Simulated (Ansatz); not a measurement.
Question: CdTe (rock salt, space group No. 225) is relaxed with PBE in the plane-wave PAW code Ansatz. What lattice parameters of the conventional cell result?

Answer: a = 6.123 Å.

These are the values of the symmetrised cell.

Question: Is it a metal or does it have a gap at this level?

Answer: No gap at this level.

Space group Fm-3m (rock salt). This is a known high-pressure phase of the composition, computed here at zero pressure and temperature. The cell was relaxed with PBE under the symmetry of its start; of distortions, only those at the zone centre were tested. Spin–orbit coupling is left out wherever it is not named.

Potentials: the later of the program's two PAW sets.
